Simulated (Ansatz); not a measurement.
Relaxed-ion elastic tensor of Ti (hcp (Mg type), P6_3/mmc) in GPa (Voigt order), plane-wave PAW LDA (Ansatz code); density 4.94 g/cm³, 16.10 Å³ per atom.

```
 168   115  92.7   0.0   0.0   0.0
 115   168  92.7   0.0   0.0   0.0
92.7  92.7   205   0.0   0.0   0.0
 0.0   0.0   0.0  33.4   0.0   0.0
 0.0   0.0   0.0   0.0  33.4   0.0
 0.0   0.0   0.0   0.0   0.0  26.9
```

Q: Is the crystal mechanically stable?

A: Yes: the smallest eigenvalue of C is 26.9 GPa.

Q: Work out the Voigt, Reuss and Hill averages.

A: K_V = 127, K_R = 127, K_H = 127; G_V = 34.8, G_R = 32.7, G_H = 33.8 GPa.

Q: Give Young's modulus, Poisson's ratio, Pugh's ratio and the universal anisotropy index.

A: E = 9KG/(3K + G) = 93.0 GPa; ν = 0.38; K/G = 3.76 (ductile by the Pugh limit of 1.75); A_U = 5G_V/G_R + K_V/K_R − 6 = 0.33.

Q: Estimate the sound speeds and the Debye temperature.

A: v_l = √((K + 4G/3)/ρ) = 5900 m/s, v_t = √(G/ρ) = 2610 m/s, mean 2950 m/s; Θ = (h/k)(3n/4πV)^(1/3) v_m = 348 K.

Q: Solve the Christoffel equation for the three sound speeds along x, y, z.

A: Eigenvalues of C_ijkl n_j n_l equal ρv². In km/s, slowest first: x 2.33, 2.60, 5.84; y 2.33, 2.60, 5.84; z 2.60, 2.60, 6.45.

Q: How much does each axis shrink under pressure?

A: Linear compressibilities β_i = Σ_j S_ij (j = 1 to 3): x 2.7, y 2.7, z 2.4 per TPa.

The LDA relaxation kept the symmetry of its start; of distortions, only those at the zone centre were tested. No spin polarisation was allowed. As this level gives no gap, shear constants depend on the k-mesh and smearing (Fermi–Dirac, 0.1 eV here).

Potentials: the earlier of the program's two PAW sets.
